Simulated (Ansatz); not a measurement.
Input and command of a plane-wave DFT calculation in Ansatz:

```yaml
crystal:
  lattice:
    - [-2.4019695498, 2.4019695498, 3.9394770508]
    - [2.4019695498, -2.4019695498, 3.9394770508]
    - [2.4019695498, 2.4019695498, -3.9394770508]
  atoms:
    - { symbol: "Y", position: [0.593, 0.593, 0.0] }
    - { symbol: "Y", position: [0.407, 0.407, 0.0] }
    - { symbol: Te, position: [0.0, 0.0, 0.0] }
basis:
  ecutwfc: 420
kpoints:
  mp_grid: { grid: [6, 6, 6] }
hamiltonian:
  xc: pbe
scf:
  occupations: { method: gaussian, width: 0.1 }
  lower_state_search: "off"
output:
  forces: true
  stress: true
  eigenvalues: true
```

```bash
ansatz run input.yaml --threads 1 --pin off --max-ram 2560MiB --backend cpu --events-out ev --progress --plain --runs-dir out
```

Processor: Intel(R) Xeon(R) 6975P-C (Granite Rapids), 1 thread, on a host shared with other jobs.

Problem. Estimate time, memory and problem size.

Solution. About 8.2 s on 1 thread of Intel(R) Xeon(R) 6975P-C (Granite Rapids), with other jobs on the host, peak memory 0.42 GiB. It solves 23 bands at 30 k points (the mesh reduced by the symmetry that the task leaves, which can be less than the crystal's) with about 1809 plane waves, in 13 SCF iterations.
